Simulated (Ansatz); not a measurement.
Relaxed-ion elastic tensor of Re (fcc (Cu type), Fm-3m) in GPa (Voigt order), r²SCAN in the plane-wave PAW code Ansatz; density 20.96 g/cm³, 14.75 Å³ per atom.

|  | 1 | 2 | 3 | 4 | 5 | 6 |
|---|---|---|---|---|---|---|
| 1 | 585 | 287 | 287 | 0.0 | 0.0 | 0.0 |
| 2 | 287 | 585 | 287 | 0.0 | 0.0 | 0.0 |
| 3 | 287 | 287 | 585 | 0.0 | 0.0 | 0.0 |
| 4 | 0.0 | 0.0 | 0.0 | 236 | 0.0 | 0.0 |
| 5 | 0.0 | 0.0 | 0.0 | 0.0 | 236 | 0.0 |
| 6 | 0.0 | 0.0 | 0.0 | 0.0 | 0.0 | 236 |

Task: Is the crystal mechanically stable?

Result: Yes: the smallest eigenvalue of C is 236 GPa.

Task: Work out the Voigt, Reuss and Hill averages.

Result: K_V = 387, K_R = 387, K_H = 387; G_V = 201, G_R = 191, G_H = 196 GPa.

Task: Give Young's modulus, Poisson's ratio, Pugh's ratio and the universal anisotropy index.

Result: E = 9KG/(3K + G) = 503 GPa; ν = 0.28; K/G = 1.97 (ductile by the Pugh limit of 1.75); A_U = 5G_V/G_R + K_V/K_R − 6 = 0.26.

Task: Estimate the sound speeds and the Debye temperature.

Result: v_l = √((K + 4G/3)/ρ) = 5560 m/s, v_t = √(G/ρ) = 3060 m/s, mean 3410 m/s; Θ = (h/k)(3n/4πV)^(1/3) v_m = 414 K.

Task: Give the Zener ratio and Young's modulus along [100], [110] and [111].

Result: A = 2C44/(C11 − C12) = 1.58; 1/E = S11 − 2(S11 − S12 − S44/2)Γ with Γ = 0, 1/4, 1/3 gives 396, 524, 588 GPa.

The cell is a constructed one: a structure type filled with these elements; the Crystallography Open Database files this formula in space group No. 225, but the cells were not matched. It is not the phase usual at ambient conditions (space group No. 194). Symmetry was held in the r²SCAN relaxation; its stability against distortions is not shown here. The run is not spin-polarised. As this level gives no gap, shear constants depend on the k-mesh and smearing (Fermi–Dirac, 0.1 eV here). Spin–orbit coupling is left out wherever it is not named.

Potentials: the later of the program's two PAW sets.
